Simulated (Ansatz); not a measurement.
NbGa3:
```cif
data_Ga3Nb
_chemical_formula_sum 'Ga3 Nb1'
_space_group_name_H-M_alt 'P 1'
_space_group_IT_number 1
_cell_length_a 5.09358
_cell_length_b 5.09358
_cell_length_c 5.09358
_cell_angle_alpha 136.524
_cell_angle_beta 136.524
_cell_angle_gamma 63.172
loop_
_space_group_symop_operation_xyz
  'x, y, z'
loop_
_atom_site_label
_atom_site_type_symbol
_atom_site_fract_x
_atom_site_fract_y
_atom_site_fract_z
_atom_site_occupancy
Ga1 Ga 0.50000 0.50000 0.00000 1
Ga2 Ga 0.75000 0.25000 0.50000 1
Ga3 Ga 0.25000 0.75000 0.50000 1
Nb1 Nb 0.00000 0.00000 0.00000 1
```

Relaxed with PBEsol.

Question: Tabulate the valence density and the electron localisation function along the shortest Ga–Nb contact (2.67 Å), plane-wave PAW PBEsol (Ansatz code).

Answer: 

```tsv
distance from Ga (Å)	density (e/Å³)	ELF
0.27	23.70	0.04
0.40	9.58	0.05
0.53	3.31	0.12
0.67	1.31	0.22
0.80	0.73	0.31
0.93	0.49	0.35
1.07	0.38	0.38
1.20	0.33	0.38
1.33	0.33	0.31
1.47	0.37	0.25
1.60	0.52	0.28
1.73	0.90	0.45
1.87	1.66	0.66
2.00	2.84	0.77
2.13	4.17	0.78
2.27	5.06	0.68
2.40	5.10	0.42
```

The density is the valence pseudo-density with augmentation charge, so density and ELF within about 1 Å of a nucleus are not all-electron values.

Space group I4/mmm. The workflow started from an entry of the Crystallography Open Database (COD, 293 K). Whether it is the stable phase at ambient conditions was not checked. The cell was relaxed with PBEsol under the symmetry of its start; its stability against distortions is not shown here. No spin polarisation was allowed.

Potentials: the later of the program's two PAW sets.
